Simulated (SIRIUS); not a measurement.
Set-up for a self-consistent single point of HfN (Fm-3m, 2 atoms in the cell; from Materials Project mp-2828, changed as shown).

```
CELL_PARAMETERS angstrom
      0.00000     2.24072     2.24072
      2.24072     0.00000     2.24072
      2.24072     2.24072     0.00000
ATOMIC_POSITIONS crystal
  Hf 0.00000 0.00000 0.00000
  N  0.50000 0.50000 0.50000
```

Computed with LDA (PW92), PseudoDojo 0.4 standard norm-conserving LDA (tails mended) pseudopotentials (plane waves; SIRIUS).

SIRIUS settings:

| key | value |
|---|---|
| parameters.ngridk | 13 13 13 |
| parameters.xc_functionals | [XC_LDA_X, XC_LDA_C_PW] |
| parameters.gk_cutoff | 9.165 1/bohr |
| parameters.pw_cutoff | 18.331 1/bohr |
| parameters.smearing | cold |
| parameters.smearing_width | 0.00183747 Ha |
| potentials | PseudoDojo 0.4 standard norm-conserving LDA (tails mended) pseudopotentials |
| parameters.electronic_structure_method | pseudopotential |
| parameters.num_bands | 13 |
| parameters.num_mag_dims | 0 |
| parameters.num_dft_iter | 100 |
| parameters.energy_tol | 1e-07 Ha |
| parameters.density_tol | 1e-06 |
| mixer.type | anderson |
| mixer.beta | 0.3 |
| mixer.use_hartree | false |

Results:

```
Property                                                  Value
------------------------------------------------  -------------
Number of valence electrons                                  17
Number of bands                                              13
Number of k-points after the program's reduction             84
Number of plane waves (most at a k-point)                  1996
Number of SCF iterations                                     27
FFT grid                                           40 × 40 × 40
Free energy E − TS                                -1822.1504 eV
Fermi level (on the code's own zero)                   18.92 eV
Pressure                                              -6.91 GPa
```

Stress (GPa, positive for compression):
```
-6.91   0.00   0.00
 0.00  -6.91   0.00
 0.00   0.00  -6.91
```

For comparison: a first run was changed to give this one (volume scaled by 0.98), and from it to this one the free energy drops by 13.9 meV/atom and the pressure goes from -12.34 to -6.91 GPa.

The structure comes from a collection of computed structures, made at another level of theory; the collection holds predicted forms beside known ones.

Cost on one core: about 100 core-seconds (a rough figure).

“Tails mended”: in these copies of the files the far tail of each local potential was reset to the Coulomb form.
